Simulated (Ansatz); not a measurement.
Re (hcp)

The computed numbers are results of PBE with spin–orbit coupling (two-component spinors) in the plane-wave PAW code Ansatz at 420 eV, 18×18×10 k-mesh, Gaussian smearing of 0.05 eV. The datasets are Ansatz's generated set soft_2.

```cif
data_structure
_symmetry_space_group_name_H-M 'P 1'
_symmetry_Int_Tables_number 1
_cell_length_a 2.7775
_cell_length_b 2.7775
_cell_length_c 4.4825
_cell_angle_alpha 90.000
_cell_angle_beta 90.000
_cell_angle_gamma 120.000
_cell_volume 29.95
loop_
_atom_site_label
_atom_site_type_symbol
_atom_site_fract_x
_atom_site_fract_y
_atom_site_fract_z
_atom_site_occupancy
Re1 Re 0.33333 0.66667 0.75000 1
Re2 Re 0.66667 0.33333 0.25000 1
```

Path: Γ–M–K–Γ–A–L–H–A | L–M | H–K, with Γ = (0.000, 0.000, 0.000), M = (0.500, 0.000, 0.000), K = (0.333, 0.333, 0.000), A = (0.000, 0.000, 0.500), L = (0.500, 0.000, 0.500), H = (0.333, 0.333, 0.500) in reciprocal vectors of the calculation's cell.

**Question.** Is it a metal or an insulator, and if it has a gap, where are the band edges on this path?

**Answer.** A metal: bands cross the Fermi level.

Bands as a text map, energy in eV from the Fermi level (dashes), each leg drawn with the same width:
```
  2.86 |        ***        * *            *            **
  2.57 |            *       *  *         ***   *         
  2.29 |   *                 **          **           *  
  2.00 |           *       *                             
  1.71 |   *                                  *          
  1.43 |   *         *    *                   *      *   
  1.14 |                 *        **         *           
  0.86 |  *         *    *       ****       ** *         
  0.57 |*            * **       *    *       *      *    
  0.29 | **          ** *      * *  * *     *      *     
  0.00 |***------**---**--------*----*-**-------*-----***
 -0.29 |***    **    ***          *   ****   **    ***   
 -0.57 | *   **    **   **    *                ****      
 -0.86 | ****         *  **                   *          
 -1.14 |** **         ***  * *     *      *      *       
 -1.43 | *   ***   ****  ****  *           *   *  *      
 -1.71 |* ** *  *    * ** **              *     * *      
 -2.00 |*   ***  **    ********     *     **     **  ****
 -2.29 | *  *  ******     ***        ***** *     * ******
 -2.57 |  *           *                 *                
 -2.86 |  **    *    *       *            *              
 -3.14 |         *                     **       *        
 -3.43 |          *  *        *     ** * *          *****
 -3.71 |           *           *   *  *       **   *     
 -4.00 |   *     ****           ***         ** *    * ***
 -4.29 |         ** *                 *       *    ******
 -4.57 |        *  *                 **         *  ***   
 -4.86 |    *   *  * *               * *              *  
        Γ    M    K    Γ    A    L    H    AL     MH    K
```
